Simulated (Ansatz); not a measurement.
GaSb (rock salt, Fm-3m) under volume change, r²SCAN (plane waves, PAW; program Ansatz), scaled uniformly.

```
V (Å³/atom)  E − E(relaxed) (meV/atom)  P (GPa)
-----------  -------------------------  -------
21.496                            45.5     7.50
22.204                               ?        ?
22.913                             4.5     2.08
23.621                             0.0     0.00
24.330                             4.0    -1.75
25.039                               ?        ?
25.747                            31.8    -4.41
```

Q: Some entries are withheld; supply them.

A: 
- 25.039, E − E(relaxed) (meV/atom): 15.0
- 25.039, P (GPa): -3.18
- 22.204, E − E(relaxed) (meV/atom): 19.0
- 22.204, P (GPa): 4.56

Q: What does a third-order Birch–Murnaghan fit give for V₀, B₀ and B′?

A: V₀ = 23.62 Å³/atom, B₀ = 63.2 GPa, B′ = 4.9.

The start of the workflow was typed in or built on a structure type; neither database checked (COD, Materials Project) lists it. It is not the phase usual at ambient conditions (space group No. 216). Symmetry was held in the r²SCAN relaxation; its stability against distortions is not shown here. Spin–orbit coupling is left out wherever it is not named.

Potentials: the later of the program's two PAW sets.
